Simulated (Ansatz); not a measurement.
Level of theory: DFT, PBEsol, scalar-relativistic, collinear spin; plane waves to 420 eV with PAW datasets (Ansatz 0.2.0), 10×10×10 k-mesh, Gaussian smearing of 0.05 eV; PAW files: Ansatz's generated set soft_2.

A crystal of composition XC, relaxed at this level of theory, gives this pattern between 10° and 80°.

Cu Kα1 powder pattern (kinematic, no thermal factors).
2θ (°) (relative intensity): 29.90 (100), 42.79 (99), 53.07 (29), 62.11 (16), 70.45 (38), 78.37 (33)

Problem. Which lattice and cell does the pattern come from?

Solution. Cubic, space group Pm-3m (No. 221), a = 2.986 Å, b = 2.986 Å, c = 2.986 Å, α = 90.00°, β = 90.00°, γ = 90.00°. The line positions fix the lattice at most, not the space group, and lines under 1 % of the strongest aren't listed; this is the group of the computed cell.

The calculation on XC, where X is one element, gave:

- Band gap: zero (metallic)
- Density of states at the Fermi level: 0.69 states/(eV·atom)
- Magnetic state: non-magnetic (the starting moments died out)
- Site spin moments: none
- f electrons (orthogonalised atomic orbitals): X 13.57
- Formation energy from the elements (0 K, uncorrected): 0.58 eV/atom (unstable against the elements)
- Bulk modulus (Birch–Murnaghan): 120 GPa
- Pressure derivative B0′: 4.7

Sites: X on 1a, C on 1b.

Problem. Which element is X?
A. Lu
B. Yb
C. Tm
D. Er

Solution. B. X is Yb, so the compound is YbC.

The structure was built from a prototype; whether the compound forms in it isn't claimed.

Without a U the 4f levels of Yb lie too near the Fermi level, so their share of the states there, and what hangs on it, is overstated. Scalar-relativistic only: spin–orbit splittings of the heavy atoms' levels are missing. The starting moments died out; a magnetic state reached from other starts isn't excluded.
